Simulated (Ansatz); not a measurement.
SrIr₂ (cubic Laves, MgCu2 type)

```xyz
6
Lattice="0.0000 3.8485 3.8485 3.8485 0.0000 3.8485 3.8485 3.8485 0.0000" Properties=species:S:1:pos:R:3 pbc="T T T"
Sr     5.7727     5.7727     5.7727
Sr     3.8485     3.8485     3.8485
Ir     2.8864     0.9621     2.8864
Ir     0.9621     0.9621     0.9621
Ir     0.9621     2.8864     2.8864
Ir     2.8864     2.8864     0.9621
```

E(V) scan at fixed shape, V₀ the volume above. Symmetry pins the atoms to their sites.

Method: r2SCAN (plane waves to 500 eV, PAW, scalar-relativistic; Ansatz, an electronic-structure program). k mesh 11×11×11 (Γ-centred), Fermi-Dirac smearing 0.05 eV. The energy includes the smearing's −TS. Compression counts positive. Spin-orbit coupling is left out, though Ir is heavy. SrIr2 is run without spin polarisation. SrIr2 was relaxed with its symmetry unable to fall. The zero of ΔE is the relaxed starting cell.

The scan covers V/V₀ from 0.840 to 1.160 in 13 points.

What is the fitted pressure derivative B₀′?

4.7.

What bulk modulus B₀ follows from a third-order Birch-Murnaghan fit?

161 GPa.

(Under strain, the slope of the energy per volume gives the stress and its curvature an elastic modulus.)
